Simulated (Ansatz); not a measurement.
Hf (hcp, Mg type)

```xyz
2
Lattice="3.1979 0.0000 0.0000 -1.5990 2.7695 0.0000 0.0000 0.0000 5.0473" Properties=species:S:1:pos:R:3 pbc="T T T"
Hf     0.0000     1.8463     3.7855
Hf     1.5990     0.9232     1.2618
```

The slice is a (1 -1 0 0) plane (indices of the conventional cell) through the point (0.667, 0.333, 0.250) (fractional), spanned by u = [110] and v = [001] in vectors of this cell: u (3.20 Å) and v (5.05 Å, at 90° to u). It covers one period; positions are fractions (u, v).

All values below come from r2SCAN (plane waves to 500 eV, PAW, scalar-relativistic; Ansatz, a quantum-chemistry and plane-wave program). k mesh 17×17×9. These are valence fields of a PAW run, semicore shells included where kept as valence: close to a nucleus they are smooth pseudo fields. Hf is run without spin polarisation. Hf was relaxed with its symmetry unable to fall. Spin-orbit coupling is left out, though Hf is heavy.

Three fields on this plane, each scaled to ten steps between its own extremes (0 low, 9 high; the total valence density on a logarithmic scale, the potential cut 8 eV below its top; x marks points blanked near nuclei; v = 0 in the bottom row):

Map A
```
|xxxx920029xxx|
|xxxx510015xxx|
|xxx72000027xx|
|9852000000258|
|3210000000012|
|1110000000011|
|1110122221011|
|1111357753111|
|111258xx85211|
|22236xxxx6322|
|111258xx85211|
|1111357753111|
|1110122221011|
|1110000000011|
|3210000000012|
|9852000000258|
|xxx72000027xx|
|xxxx510015xxx|
|xxxx920029xxx|
|xxxxx2002xxxx|
```

Map B
```
|xxxx102201xxx|
|xxxx003300xxx|
|xxx00255200xx|
|2100145541001|
|1112334433211|
|6554211112455|
|9863000000368|
|9962000000269|
|985101xx10158|
|98510xxxx0158|
|985101xx10158|
|9962000000269|
|9863000000368|
|6554211112455|
|1112334433211|
|2100145541001|
|xxx00255200xx|
|xxxx003300xxx|
|xxxx102201xxx|
|xxxxx0220xxxx|
```

Map C
```
|xxxx015510xxx|
|xxxx037730xxx|
|xxx01688610xx|
|0001578875100|
|2345677776543|
|7776655556677|
|9986410014689|
|9974000000479|
|997300xx00379|
|99620xxxx0269|
|997300xx00379|
|9974000000479|
|9986410014689|
|7776655556677|
|2345677776543|
|0001578875100|
|xxx01688610xx|
|xxxx037730xxx|
|xxxx015510xxx|
|xxxxx1551xxxx|
```

Problem. Assign the maps to these fields: electron localisation function (ELF); valence electron density; electrostatic potential energy of an electron, from the cell's mean.

Solution. A is the valence electron density; B is the electron localisation function (ELF); C is the electrostatic potential energy of an electron, from the cell's mean.
